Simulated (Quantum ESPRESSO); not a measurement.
# Pd2Ru2MoHf2Re: different elements on one site, starting from this cell

A calculation, not a measurement. The program is pw.x of Quantum ESPRESSO 7.5 (plane-wave density functional theory). The cell is made up: eight metal atoms on a face-centred cubic lattice, with elements, volume, strain and displacements drawn at random and not relaxed, so it may be unstable or far from any real phase. PseudoDojo standard norm-conserving files set the functional (PBE unless stated); there is no spin polarisation or spin-orbit coupling, the Fermi-Dirac width of 0.25 eV means electrons at about 2900 K, and the masses in the input are unused placeholders. Heavy elements are run without spin-orbit coupling, which real alloys of them have. A spin test at this wide smearing found no moment, but such smearing suppresses magnetism that the real alloy may have.

The runs put different elements on site 3. Cell, positions, cutoff, mesh and smearing stay as in the input of run 1; sites are counted in its order. Stress in the tables is positive in tension.

Input of run 1:

```
&control calculation='scf', pseudo_dir='./dojo.nc.sr.pbe.v0_5.standard.upf', outdir='./o', disk_io='minimal', tprnfor=.true., tstress=.true. /
&system ibrav=0, nat=8, ntyp=5, nbnd=79, ecutwfc=84.00895049, nosym=.true., tot_charge=0,
 occupations='smearing', smearing='fd', degauss=0.0183746611
/
&electrons conv_thr=1.470e-08, electron_maxstep=70, mixing_beta=0.5 /
ATOMIC_SPECIES
Hf 1.0 Hf.upf
Mo 1.0 Mo.upf
Pd 1.0 Pd.upf
Re 1.0 Re.upf
Ru 1.0 Ru.upf
CELL_PARAMETERS angstrom
0.0 0.0 -4.1131
4.1131 0.0 0.0
0.0 -8.2261 0.0
ATOMIC_POSITIONS angstrom
Pd 0.0092 0.0125 0.0246
Ru 0.0237 -4.0826 -0.0126
Pd 2.0617 -2.0224 0.0317
Mo 2.0541 -6.1518 -0.0167
Hf -0.0221 -2.0347 -2.0979
Hf -0.0372 -6.2001 -2.0223
Re 2.0807 0.011 -2.0587
Ru 2.028 -4.099 -2.0368
K_POINTS automatic
6 6 3 1 1 1
```

| run | elements on sites 1 to 8 | -TS (eV) | pressure (GPa) | stress xx (GPa) | stress yy (GPa) | stress zz (GPa) | stress yz (GPa) | stress xz (GPa) | stress xy (GPa) | iterations |
| --- | --- | --- | --- | --- | --- | --- | --- | --- | --- | --- |
| 1 | Pd Ru Pd Mo Hf Hf Re Ru | -1.932 | -11.90 | 9.35 | 15.25 | 11.10 | 0.09 | 0.02 | 0.05 | 22 |
| 2 | Pd Ru Ir Mo Hf Hf Re Ru | -1.979 | -13.80 | 10.77 | 16.45 | 14.17 | 0.16 | 0.02 | 0.03 | 22 |
| 3 | Pd Ru Pt Mo Hf Hf Re Ru | -1.905 | -12.27 | 9.74 | 15.25 | 11.83 | 0.09 | 0.01 | 0.05 | 21 |
| 4 | Pd Ru Mg Mo Hf Hf Re Ru | -1.785 | -7.87 | 3.47 | 15.73 | 4.41 | 0.10 | -0.01 | -0.06 | 19 |
| 5 | Pd Ru Re Mo Hf Hf Re Ru | -2.028 | -12.74 | 7.71 | 17.74 | 12.77 | 0.27 | 0.02 | -0.02 | 21 |

Forces Fx Fy Fz (eV/Å):

| site | run 1 | run 2 | run 3 | run 4 | run 5 |
| --- | --- | --- | --- | --- | --- |
| 1 | 0.01 -0.14 -0.14 | 0.03 -0.16 -0.16 | 0.02 -0.12 -0.15 | 0.03 -0.28 -0.15 | 0.05 -0.13 -0.19 |
| 2 | -0.03 -0.56 0.01 | -0.03 -0.23 0.02 | -0.04 -0.44 0.01 | -0.08 -0.50 0.05 | -0.06 0.09 0.06 |
| 3 | -0.05 -0.05 -0.28 | -0.04 0.05 -0.25 | -0.05 -0.07 -0.29 | -0.13 -0.30 -0.53 | -0.11 -0.10 -0.42 |
| 4 | -0.17 0.12 0.36 | -0.18 0.15 0.35 | -0.18 0.12 0.36 | -0.14 0.17 0.37 | -0.17 0.21 0.34 |
| 5 | 0.20 -0.67 0.38 | 0.19 -0.63 0.39 | 0.21 -0.67 0.40 | 0.29 -0.72 0.65 | 0.24 -0.52 0.59 |
| 6 | 0.33 0.68 -0.43 | 0.36 0.76 -0.44 | 0.35 0.73 -0.44 | 0.31 0.68 -0.44 | 0.38 0.79 -0.45 |
| 7 | -0.30 0.86 0.12 | -0.34 0.09 0.11 | -0.32 0.63 0.12 | -0.31 1.09 0.10 | -0.38 -0.48 0.09 |
| 8 | 0.01 -0.24 -0.02 | 0.02 -0.03 -0.01 | 0.01 -0.17 -0.02 | 0.04 -0.15 -0.05 | 0.05 0.14 -0.02 |

Energies are left out, as each element's file has its own zero. A rerun of one cell of this series at a higher cutoff and on a denser mesh moved values by no more than 0.008 eV in energy, 0.04 GPa in stress and 0.005 eV/Å in force, and a second program with other atomic files agreed on that cell to 2 % rms in force and 0.5 GPa in pressure.